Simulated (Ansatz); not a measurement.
**Question.** Name crystals whose computed values (DFT-PBEsol in the program Ansatz with PAW potentials) fall in these windows: B₀ by P(V) fit (GPa) 31 to 40; Θ_D (K) 270 to 380.

**Answer.** 

| crystal | B₀ by P(V) fit (GPa) | Θ_D (K) |
|---|---|---|
| Mg, fcc (Cu type) | 36.6 | 335 |
| NaLiCdS2, P3m1 (Pearson symbol hP5) | 36.9 | 297 |
| NaF, P6_3/mmc (Na on 2d, F on 2c) | 38.2 | 327 |
| Mg, A15 (β-W type) | 35.1 | 309 |
Others may fit too.

Typed or built starts, not in the databases checked: NaF, P6_3/mmc (Na on 2d, F on 2c); Mg, A15 (β-W type). Not the usual ambient phase: Mg, fcc (Cu type); NaF, P6_3/mmc (Na on 2d, F on 2c); Mg, A15 (β-W type). Standing as an ambient phase not checked: NaLiCdS2, P3m1 (Pearson symbol hP5). All cells were relaxed under the symmetry of their starts (and spin orders); stability against distortions was not tested throughout. Spin–orbit coupling is left out wherever it is not named.

Potentials: the later of the program's two PAW sets.
